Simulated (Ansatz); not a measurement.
Co (diamond): energy against volume

Theory: DFT, LDA (PW92), plane waves (420 eV) with PAW, scalar-relativistic in Ansatz. The PAW files were generated under PBE, with cores re-solved for the functional.

The cell is scaled uniformly from the relaxed one, with fractional coordinates and shape fixed. Energies are extrapolated to zero smearing, pressures are those at the given smearing. Magnetic state: non-magnetic.

A Birch-Murnaghan fit gives V₀ = 13.72 Å³/atom, B₀ = 168 GPa, B₀′ = 4.6.

Problem. What are the energy above the minimum and the pressure at 13.188 Å³/atom?

Solution. 11.6 meV/atom and 7.44 GPa as computed.

Problem. What are the energy above the minimum and the pressure at 14.287 Å³/atom?

Solution. 11.4 meV/atom and -6.06 GPa as computed.

Problem. What are the energy above the minimum and the pressure at 14.836 Å³/atom?

Solution. 41.2 meV/atom and -10.84 GPa as computed.
